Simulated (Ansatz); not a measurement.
## Elastic constants of Cu at 22 GPa (stress–strain coefficients): input and output

These are results of Ansatz 0.2.0, DFT LDA, scalar-relativistic, plane waves, PAW, not measurements.

Launched with:
```bash
ansatz run input.yaml --threads 1 --pin off --max-ram 3072MiB --backend cpu --events-out ev --progress --plain --runs-dir out
```

Input (bare energies are in eV):
```yaml
crystal:
  lattice:
    - [0.0, 1.7058604443, 1.7058604443]
    - [1.7058604443, 0.0, 1.7058604443]
    - [1.7058604443, 1.7058604443, 0.0]
  atoms:
    - { symbol: Cu, position: [0.0, 0.0, 0.0] }
basis:
  ecutwfc: 420
kpoints:
  mp_grid: { grid: [20, 20, 20] }
hamiltonian:
  xc: lda
scf:
  occupations: { method: fermi_dirac, width: 0.15 }
output:
  forces: true
  stress: true
  eigenvalues: true
elastic:
  mode: relaxed_ion
  amplitude: 0.005
```

From the output:
```
--- Elastic constants: 2 strain directions × 4 members + reference (group order 48) ---
  dense FFT box of the reference and of every strained cell: 18×18×18
  strains applied: 11, 23; error gains: componentwise 1.00 (the most a stress slope's error grows in a printed constant), spectral 1.73 (1 for all six strains in a standard setting)
  C = ∂σ_k/∂η_j (tension-positive GPa; Voigt order 11 22 33 23 13 12):
       348.361    263.151    263.151      0.000      0.000      0.000
       263.151    348.361    263.151      0.000      0.000      0.000
       263.151    263.151    348.361     -0.000      0.000      0.000
         0.000      0.000      0.000    146.008     -0.000     -0.000
        -0.000      0.000      0.000      0.000    146.008      0.000
        -0.000      0.000     -0.000     -0.000     -0.000    146.008
  reference stress σ⁰ (GPa):    -21.995    -21.995    -21.995      0.000     -0.000     -0.000
  C* (energy form; C + prestress term) asymmetry max|C*_kj − C*_jk| = 2.842e-14 GPa — a small one proves nothing (zero by symmetry where the batch's group is 432, −43m or m−3m); a large one is finite-difference/SCF noise where every solve ...
  moduli (Voigt/Reuss/Hill, GPa): K = 291.55/291.55/291.55   G = 104.65/74.09/89.37   E = 243.25   ν = 0.361
  mechanically stable: yes (min eigenvalue of sym C = 85.21 GPa)
  strain η (Voigt 11):  stress-route row diagonal C_11 = 348.36 GPa, energy-path curvature d²(F+E_count+ΔE)/dδ²/Ω₀ = 348.71 GPa
    cells at ±δ against ±2δ: C11 348.46 and 348.77 GPa, apart by 0.09 % of the column's largest entry
         δ    σ_11 (GPa) F (eV) n_scf n_hpsi n_pw
    -1.000e-2     -25.5616       -6555.6571903       8  181118    204   relax 0 steps, max|allowed force component| 0.00e0 eV/Å
    -5.000e-3     -23.7575       -6555.6648286       4  145738    204   relax 0 steps, max|allowed force component| 0.00e0 eV/Å
     5.000e-3     -20.2729       -6555.6784600       6  162693    204   relax 0 steps, max|allowed force component| 0.00e0 eV/Å
     1.000e-2     -18.5862       -6555.6844788       7  155584    204   relax 0 steps, max|allowed force component| 0.00e0 eV/Å
  strain η (Voigt 23):  stress-route row diagonal C_44 = 146.01 GPa, energy-path curvature d²(F+E_count+ΔE)/dδ²/Ω₀ = 157.06 GPa
    cells at ±δ against ±2δ: C44 146.02 and 146.05 GPa, apart by 0.02 % of the column's largest entry
         δ    σ_23 (GPa) F (eV) n_scf n_hpsi n_pw
    -1.000e-2      -1.4605       -6555.6714275       7  302588    204   relax 0 steps, max|allowed force component| 0.00e0 eV/Å
    -5.000e-3      -0.7301       -6555.6717935       4  269087    204   relax 0 steps, max|allowed force component| 0.00e0 eV/Å
     5.000e-3       0.7301       -6555.6717935       4  261352    204   relax 0 steps, max|allowed force component| 0.00e0 eV/Å
     1.000e-2       1.4605       -6555.6714275       6  263135    204   relax 0 steps, max|allowed force component| 0.00e0 eV/Å
```

It took 2.6 min on 1 thread of AMD EPYC (Zen 3), with other jobs on the host, peak memory 0.49 GiB.

In a metal, frequencies and elastic constants depend on the k mesh and the smearing, soft modes and shear constants most.